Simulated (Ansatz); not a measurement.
This cell of CaPd$_{3}$O$_{4}$ (space group Pm-3n) is off equilibrium:

```
CELL_PARAMETERS angstrom
      5.48751     0.00000     0.00000
      0.00000     5.48751     0.00000
      0.00000     0.00000     5.48751
ATOMIC_POSITIONS crystal
  Ca 0.50000 0.50000 0.50000
  Ca 0.00000 0.00000 0.00000
  Pd 0.00000 0.50000 0.25000
  Pd 0.00000 0.50000 0.75000
  Pd 0.25000 0.00000 0.50000
  Pd 0.75000 0.00000 0.50000
  Pd 0.50000 0.25000 0.00000
  Pd 0.50000 0.75000 0.00000
  O  0.25000 0.25000 0.25000
  O  0.75000 0.75000 0.75000
  O  0.25000 0.75000 0.75000
  O  0.75000 0.25000 0.25000
  O  0.75000 0.75000 0.25000
  O  0.25000 0.25000 0.75000
  O  0.75000 0.25000 0.75000
  O  0.25000 0.75000 0.25000
```

Level of theory: PBEsol (plane waves to 420 eV, PAW, scalar-relativistic; Ansatz, an electronic-structure program). k mesh 7×7×7 (Γ-centred), Fermi-Dirac smearing 0.05 eV. E stands for the smeared free energy. Compression counts positive. At this level the bands of CaPd3O4 touch or barely overlap. CaPd3O4 is run without spin polarisation and with no Hubbard U. CaPd3O4 was relaxed with its symmetry unable to fall.

**Question.** Give the stress tensor in GPa and the pressure.

**Answer.** 
```
   32.5      0.0      0.0
    0.0     32.5      0.0
    0.0      0.0     32.5
```
The pressure, a third of the trace, is 32.5 GPa.

**Question.** It is the relaxed cell scaled evenly to V/V₀ = 0.880, atoms relaxed where free. What is its energy relative to the relaxed cell?

**Answer.** 126 meV/atom.

(Under strain, the slope of the energy per volume gives the stress and its curvature an elastic modulus.)
